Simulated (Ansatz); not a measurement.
The start is a randomly generated symmetric cell of Ti3Al (space group No. 70). A full variable-cell relaxation at zero pressure is run with r2SCAN (plane waves to 500 eV, PAW, scalar-relativistic; Ansatz, a program for electronic structure). First-step values are on the input's coarse k-mesh.

Ansatz input (later rounds restart from its end on a renewed k-mesh):
Ansatz 0.2 input:
```yaml
crystal:
  lattice:
    - [0, 3.6680872, 8.1392893]
    - [2.4921291, 0, 8.1392893]
    - [2.4921291, 3.6680872, 0]
  atoms:
    - { symbol: Al, position: [0.75, 0.75, 0.75] }
    - { symbol: Al, position: [0.5, 0.5, 0.5] }
    - { symbol: Ti, position: [0.125, 0.125, 0.125] }
    - { symbol: Ti, position: [0.125, 0.125, 0.625] }
    - { symbol: Ti, position: [0.125, 0.625, 0.125] }
    - { symbol: Ti, position: [0.625, 0.125, 0.125] }
    - { symbol: Ti, position: [0.25, 0.25, 0.25] }
    - { symbol: Ti, position: [0, 0, 0] }
basis: { ecutwfc: 500, ecutrho_ratio: 4, xc_grid: 4, fft_grid_basis: typed }
kpoints: { mp_grid: { grid: [8, 8, 8] } }
hamiltonian:
  xc: r2scan
  dispersion: none
  pseudopotentials: { azcp: { folder: ./paw }, kind: paw }
scf: { occupations: { method: fermi_dirac, width: 0.05 } }
relax: { f_tol: 0.01, max_steps: 100, cell: { stress_tol: 0.02 } }
output: { forces: true, stress: true }
```

How much energy is released per atom?

0.35 eV/atom.

How do the shortest distances between atoms change?

The closest pairs of elements (up to four, under 3.6 Å), start → end: Ti–Ti 2.22 → 2.07 Å; Al–Ti 2.49 → 2.93 Å.

What band gap does the relaxed structure have at this level?

No gap (metallic).

What does it relax into? Give the structure.


Space group I4₁/amd, origin choice 1 (No. 141); a = b = 4.141 Å, c = 18.749 Å, α = β = γ = 90.00°

```
atom  site  symmetry       x       y       z
----  ----  --------  ------  ------  ------
Al      4b      -4m2  0.0000  0.0000  0.5000
Ti      8c     .2/m.  0.0000  0.2500  0.1250
Ti      4a      -4m2  0.0000  0.0000  0.0000
```
(The calculation used a cell of 8 atoms; values per cell refer to that cell.)

Final values are on a 16×16×16 k-mesh of the relaxed cell. The start holds a very short contact (Ti–Ti 2.22 Å). No spin polarisation in the result.

The run could not lose the symmetry of its start: the end is stationary, and may be a saddle point rather than a minimum.

All atoms sit on sites fixed by symmetry, so only the cell could relax.

The relaxed structure here is a generated cell of Ti3Al: the first start was made by a random draw of sites in a space group, and the end was not matched to a known phase here, so it may be hypothetical. Known forms of Ti3Al include space group No. 194.
